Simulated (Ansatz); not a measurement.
Starting structure of a cell relaxation (symmetry kept):

```yaml
crystal:
  lattice:
    - [7.30055, 0.00000, 0.00000]
    - [-3.65028, 6.32246, 0.00000]
    - [0.00000, 0.00000, 7.00512]
  atoms:
    - { symbol: Si, position: [0.53386, 0.76693, 0.41667] }
    - { symbol: Si, position: [0.46614, 0.23307, 0.91667] }
    - { symbol: Si, position: [0.23307, 0.46614, 0.75000] }
    - { symbol: Si, position: [0.76693, 0.23307, 0.58333] }
    - { symbol: Si, position: [0.76693, 0.53386, 0.25000] }
    - { symbol: Si, position: [0.23307, 0.76693, 0.08333] }
    - { symbol: O, position: [0.61233, 0.38767, 0.08333] }
    - { symbol: O, position: [0.00000, 0.68290, 0.16667] }
    - { symbol: O, position: [0.77535, 0.38767, 0.41667] }
    - { symbol: O, position: [0.68290, 0.68290, 0.33333] }
    - { symbol: O, position: [0.31710, 0.31710, 0.83333] }
    - { symbol: O, position: [0.61233, 0.22465, 0.75000] }
    - { symbol: O, position: [0.22465, 0.61233, 0.91667] }
    - { symbol: O, position: [0.31710, 0.00000, 0.00000] }
    - { symbol: O, position: [0.00000, 0.31710, 0.66667] }
    - { symbol: O, position: [0.38767, 0.77535, 0.25000] }
    - { symbol: O, position: [0.38767, 0.61233, 0.58333] }
    - { symbol: O, position: [0.68290, 0.00000, 0.50000] }
```

Level of theory: DFT LDA, scalar-relativistic, plane waves, PAW (Ansatz 0.2.0).

Cutoff 420 eV; k points 6×6×4 on the computed 18-atom cell (Γ-centred); Gaussian smearing, width 0.02 eV; no spin polarisation.

**Question.** What does it relax to?

**Answer.** The volume goes down by 0.15 Å³/atom to 17.81 Å³/atom, and the energy falls by 0.6 meV/atom. Final structure:
```
Si O
1.0
     7.27502    0.00000    0.00000
    -3.63751    6.30036    0.00000
     0.00000    0.00000    6.99412
Si O
6 12
Direct
  0.53367 0.76683 0.41667
  0.46633 0.23317 0.91667
  0.23317 0.46633 0.75000
  0.76683 0.23317 0.58333
  0.76683 0.53367 0.25000
  0.23317 0.76683 0.08333
  0.61252 0.38748 0.08333
  0.00000 0.68300 0.16667
  0.77495 0.38748 0.41667
  0.68300 0.68300 0.33333
  0.31700 0.31700 0.83333
  0.61252 0.22505 0.75000
  0.22505 0.61252 0.91667
  0.31700 0.00000 0.00000
  0.00000 0.31700 0.66667
  0.38748 0.77495 0.25000
  0.38748 0.61252 0.58333
  0.68300 0.00000 0.50000
```

Course of the relaxation (steps run on the plane waves of an earlier cell, and the basis is chosen afresh near the end, so energy and pressure can step there; trial steps that raised the energy were taken back; energies are free energies):

| step | E − E_final (meV/atom) | largest force component (eV/Å) | P (GPa) | V (Å³/atom) |
| --- | --- | --- | --- | --- |
| 1 | 0.6 | 0.035 | -1.23 | 17.96 |
| 2 | -0.1 | 0.021 | -0.63 | 17.89 |
| 3 | -0.5 | 0.008 | 0.01 | 17.81 |
| 4 | -0.5 | 0.002 | 0.00 | 17.82 |
| 5 | 0.0 | 0.002 | -0.05 | 17.82 |
| 6 | 0.0 | 0.000 | 0.00 | 17.81 |
| 7 | 0.0 | 0.000 | 0.00 | 17.81 |

Cost: 1 run of about 7.8 core-minutes, on Intel Xeon Processor @ 2.50GHz (Skylake/Cascade Lake) (shared hosts).